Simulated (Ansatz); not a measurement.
A geometry of ScAl$_{3}$ away from equilibrium: step 3 of the relaxation of a relaxed ScAl3 cell shaken by Gaussian noise of σ = 0.08 Å a coordinate. The numbers are results of PBEsol (plane waves to 420 eV, PAW, scalar-relativistic; Ansatz, an electronic-structure program), not measurements. Γ-centred k-mesh 6×6×6 on the run's cell (coarser than for final values), Fermi–Dirac smearing 0.05 eV.

```yaml
crystal:
  lattice:
    - [5.26322, 0.03747, -0.02183]
    - [0.03747, 5.24705, 0.00187]
    - [-0.02183, 0.00187, 5.29252]
  atoms:
    - { symbol: Al, position: [0.25339, 0.99397, 0.53032] }
    - { symbol: Al, position: [0.75787, 0.98591, 0.52742] }
    - { symbol: Al, position: [0.99621, 0.50033, 0.25567] }
    - { symbol: Al, position: [0.00493, 0.49736, 0.75504] }
    - { symbol: Al, position: [0.50849, 0.24612, 0.98304] }
    - { symbol: Al, position: [0.51942, 0.74442, 0.97977] }
    - { symbol: Sc, position: [0.01361, 0.99850, 0.02774] }
    - { symbol: Sc, position: [0.49888, 0.48910, 0.48314] }
```

Question: Which atoms carry the largest force, and which way does it point?

Answer: 0.20 eV/Å, on Sc8 (atoms numbered as listed); on Sc8 its components are (-0.01, 0.02, -0.20).

Question: What is the pressure?

Answer: -0.2 GPa, compression positive.

Question: How much energy per atom can still be gained by relaxing?

Answer: 0.03 eV/atom; the path ends in R32 (No. 155).

No spin polarisation in the result.

The end of the path is a generated cell of ScAl3: the first start was made by placing the elements on the sites of a structure type, and the end was not matched to a known phase here, so it may be hypothetical.
